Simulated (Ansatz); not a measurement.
Consider the following.

Si₃N₄:
```cif
data_N32Si24
_chemical_formula_sum 'Si24 N32'
_space_group_name_H-M_alt 'Fd-3m :1'
_space_group_IT_number 227
_space_group_name_Hall 'F 4d 2 3 -1d'
_cell_length_a 7.74326
_cell_length_b 7.74326
_cell_length_c 7.74326
_cell_angle_alpha 90.000
_cell_angle_beta 90.000
_cell_angle_gamma 90.000
loop_
_atom_site_label
_atom_site_type_symbol
_atom_site_symmetry_multiplicity
_atom_site_Wyckoff_symbol
_atom_site_fract_x
_atom_site_fract_y
_atom_site_fract_z
_atom_site_occupancy
Si1 Si 16 c 0.12500 0.12500 0.12500 1
Si2 Si 8 b 0.50000 0.50000 0.50000 1
N1 N 32 e 0.36755 0.36755 0.36755 1
```
(The calculation used a cell of 14 atoms; values per cell refer to that cell.)

This is the PBEsol-relaxed structure.

Problem. All from DFT-PBEsol in the program Ansatz with PAW potentials, unless another level is named. Predict the static dielectric constant ε0 (ions relaxed, cell fixed).

Solution. 12.6.

Problem. Give the Born charges (a third of the trace).

Solution. Si +3.60 to +3.67, N -2.73 e.

Problem. Give the electronic dielectric constant ε∞ (DFPT).

Solution. 5.31.

The cell was relaxed with PBEsol under the symmetry of its start.

Potentials: the earlier of the program's two PAW sets. The files were generated under PBE; for other functionals the program regenerates the frozen cores, and for LDA and PBEsol the local potential too.
